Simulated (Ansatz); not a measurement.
# CoW$_{2}$B$_{2}$: pressure against volume

CoW$_{2}$B$_{2}$, Immm, a = 3.162 Å, b = 4.526 Å, c = 7.047 Å. The structure is a COD entry; whether it is the stable form wasn't checked. Ansatz: PBEsol, PAW, 420 eV, Γ-centred 14×14×14 mesh on 5 atoms, Gaussian smearing 0.10 eV; no spin polarisation. Shape and atoms are relaxed at each volume; pressure is positive in compression.

```
V (Å³/atom) P (GPa)
      8.875        ?
      9.177    41.29
      9.480    25.28
      9.782    11.63
     10.085    -0.01
     10.388    -9.94
     10.690   -18.39
     11.093   -27.70
```

**Question.** Take V0 = 10.085 Å³/atom, count pressures from its P0 = -0.01 GPa, fit the third-order Birch–Murnaghan form to the other rows, and predict the missing pressure.

**Answer.** With the Eulerian strain f = ½[(V0/V)^(2/3) − 1] and y = (P − P0)/[3f(1 + 2f)^(5/2)], the form is the line y = B0 + 1.5 B0 (B0′ − 4) f. Rows (f, y): 0.03246, 362.4; 0.02105, 361.2; 0.01027, 359.1; -0.00977, 355.9; -0.01905, 354.4; -0.03077, 351.6. Means f = 0.0006983, y = 357.43; Σ(Δf)² = 0.003004, ΣΔfΔy = 0.5099; the slope is their ratio. y = 357.3 + 169.7 f GPa, so B0 = 357.3 GPa and B0′ = 4 + 2 × (169.7)/(3 × 357.3) = 4.32. At V = 8.875, f = 0.04447, y = 364.85 and P = 60.22 GPa. The run gave 60.07 GPa, so the fit is 0.15 GPa too high, a small miss on the scale of the series.

Spin–orbit coupling is left out, which can shift energies with elements as heavy as these.